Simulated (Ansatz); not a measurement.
ScRh3N:
```yaml
crystal:
  lattice:
    - [4.09950, 0.00000, 0.00000]
    - [0.00000, 4.09950, 0.00000]
    - [0.00000, 0.00000, 4.09950]
  atoms:
    - { symbol: Sc, position: [0.00000, 0.00000, 0.00000] }
    - { symbol: Rh, position: [0.00000, 0.50000, 0.50000] }
    - { symbol: Rh, position: [0.50000, 0.00000, 0.50000] }
    - { symbol: Rh, position: [0.50000, 0.50000, 0.00000] }
    - { symbol: N, position: [0.50000, 0.50000, 0.50000] }
```

Relaxed with PBE. Special points in fractions of this cell's reciprocal vectors: Γ (0.000, 0.000, 0.000); X (0.000, 0.500, 0.000); M (0.500, 0.500, 0.000); R (0.500, 0.500, 0.500).

Question: List the band energies nearest the Fermi level at these points for DFT-PBE with spin–orbit coupling in the program Ansatz with PAW potentials.

Answer: In eV from the Fermi level; about four levels below and three above (degenerate sets whole), none deeper than 8.9 eV; points with the same levels are listed once.

| k | below | above |
|---|---|---|
| Γ | -0.17 -0.17 -0.01 -0.01 | 0.00 0.00 0.00 0.00 |
| X | -0.50 -0.50 -0.05 -0.05 | 1.25 1.25 1.26 1.26 |
| M | -1.20 -1.20 -1.04 -1.04 | 0.14 0.14 0.70 0.70 |
| R | -0.18 -0.18 -0.18 -0.18 | 0.24 0.24 0.24 0.24 |

Space group Pm-3m (anti-perovskite). The start of the workflow was typed in or built on a structure type; neither database checked (COD, Materials Project) lists it. Its standing as an ambient phase is unchecked. The PBE relaxation kept the symmetry of its start; whether a distortion lowers the energy is not shown. The workflow began spin-polarised and lost its moments.

Potentials: the earlier of the program's two PAW sets.
